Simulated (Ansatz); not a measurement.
Values for one crystal, relaxed and computed with the program Ansatz at the r²SCAN+D4 level (PAW); other levels are named.

- Volume per atom: 35.33 Å³
- Band gap: 0.74 eV (direct)
- Hole effective mass: 0.15, 0.15, 0.48 mₑ (principal values)
- Valence-band maximum: at Γ
- Formation energy from the elements (no fitted shifts): -26 kJ/mol of atoms
- Electron effective mass: 0.092, 0.092, 0.50 mₑ (principal values)
- Bulk modulus (Birch–Murnaghan fit): 23.5 GPa

Pick the material that matches.
(A) MnBr2, R-3m (Mn on 3a, Br on 6c)
(B) Bi2Te3, R-3m (Bi on 6c, Te on 3a, Te on 6c)
(C) BiPbClO2, Cmcm (Bi on 4c, Pb on 4c, Cl on 4c, O on 8e)
(D) BiClO, P4/nmm (Bi on 2c, Cl on 2c, O on 2a)

B, Bi2Te3, R-3m (Bi on 6c, Te on 3a, Te on 6c)

The r²SCAN+D4 relaxation kept the symmetry of its start. The references are the lowest solids computed at this level, not always the standard phases. Spin–orbit coupling is left out wherever it is not named.

Potentials: the later of the program's two PAW sets.
